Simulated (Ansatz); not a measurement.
BaCd2As2:
```xyz
5
Lattice="4.5468 0.0000 0.0000 -2.2734 3.9377 0.0000 0.0000 0.0000 7.7368" Properties=species:S:1:pos:R:3 pbc="T T T"
Ba     0.0000     0.0000     0.0000
Cd     2.2734     1.3126     2.8687
Cd     0.0000     2.6251     4.8681
As     2.2734     1.3126     5.6919
As     0.0000     2.6251     2.0449
```

Relaxed with r²SCAN.

Q: Map the valence electron density (e/Å³), cut off at 1 on the plane through (0.000, 0.000, 0.000) spanned by u = [0, 0, 1] and v = [1, -1, 0] in lattice vectors, from r²SCAN (plane waves, PAW; program Ansatz).

A: x is the fraction of u, y of v (the angle between them is 90°; rows are the nearest grid lines); atoms in the plane: Ba at (0.00, 0.00), Cd at (0.37, 0.67), Cd at (0.63, 0.33), As at (0.74, 0.67), As at (0.26, 0.33).
```
|.-%@@#-.                        .-#@@%-.|
|@@@@@+:.                        .:*@@@@@|
|@@@@#=.                          :=#@@@@|
|#*+-:.                           ..:=+##|
|...        ...:...      ...:::::........|
|          .:-=++=:..  ...:--===-::..    |
|        ..-@@@@@@@%-:..:-+%@@@@@*=:..   |
|        .-@@@@@@@@@%-::-+@@@@@@@@#=:.   |
|        .-@@@@@@@@@%-::-+@@@@@@@@#=:.   |
|        .:*@@@@@@@@*:::-=%@@@@@@@+-:.   |
|        ..:=#@@@@#-:...::=+#%@#*=-:.    |
|      ...::::--::.......::----::...     |
|     ...::----::.......::--::::...      |
|    .:-=*#@%#+=::...:-#@@@@#=:..        |
|   .:-+@@@@@@@%=-:::*@@@@@@@@*:.        |
|   .:=#@@@@@@@@+-::-%@@@@@@@@@-.        |
|   .:=#@@@@@@@@+-::-%@@@@@@@@@-.        |
|   ..:=*@@@@@%+-:..:-%@@@@@@@-..        |
|    ..::-===--:...  ..:=++=-:.          |
|........:::::...      ...:...        ...|
|##+=:..                           .:-+*#|
|@@@@#=:                          .=#@@@@|
|@@@@@*:.                        .:+@@@@@|
|.-%@@#-.                        .-#@@%-.|
```
Scale: ten equal steps from 0.010 (start of ' ') to 1.00 (end of '@'), in the order ' .:-=+*#%@'; x runs from 0.000 to 1.00, y from 0.000 (bottom) to 1.00 (top).

The density is the valence pseudo-density with augmentation charge, so density and ELF within about 1 Å of a nucleus are not all-electron values.

Space group P-3m1. The first step of the workflow began from a Materials Project structure, measured or hypothetical; the Crystallography Open Database copy checked does not list it. Whether it is the stable phase at ambient conditions was not checked. The r²SCAN relaxation kept the symmetry of its start; its stability against distortions is not shown here. Spin–orbit coupling is left out wherever it is not named.

Potentials: the later of the program's two PAW sets.
